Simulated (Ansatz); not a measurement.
Relaxed-ion elastic tensor of AlPd (rock salt, Fm-3m) in GPa (Voigt order), PBEsol in the plane-wave PAW code Ansatz; density 6.81 g/cm³, 16.27 Å³ per atom.

|  | 1 | 2 | 3 | 4 | 5 | 6 |
|---|---|---|---|---|---|---|
| 1 | 235 | 66.5 | 66.5 | 0.0 | 0.0 | 0.0 |
| 2 | 66.5 | 235 | 66.5 | 0.0 | 0.0 | 0.0 |
| 3 | 66.5 | 66.5 | 235 | 0.0 | 0.0 | 0.0 |
| 4 | 0.0 | 0.0 | 0.0 | -16.8 | 0.0 | 0.0 |
| 5 | 0.0 | 0.0 | 0.0 | 0.0 | -16.8 | 0.0 |
| 6 | 0.0 | 0.0 | 0.0 | 0.0 | 0.0 | -16.8 |

Problem. Is the crystal mechanically stable?

Solution. No: the smallest eigenvalue of C is -16.8 GPa.

The start of the workflow was typed in or built on a structure type; neither database checked (COD, Materials Project) lists it. Its standing as an ambient phase is unchecked. The cell was relaxed with PBEsol under the symmetry of its start. At this level the phase is mechanically unstable. The run is not spin-polarised. As this level gives no gap, shear constants depend on the k-mesh and smearing (Fermi–Dirac, 0.1 eV here).

Potentials: the later of the program's two PAW sets.
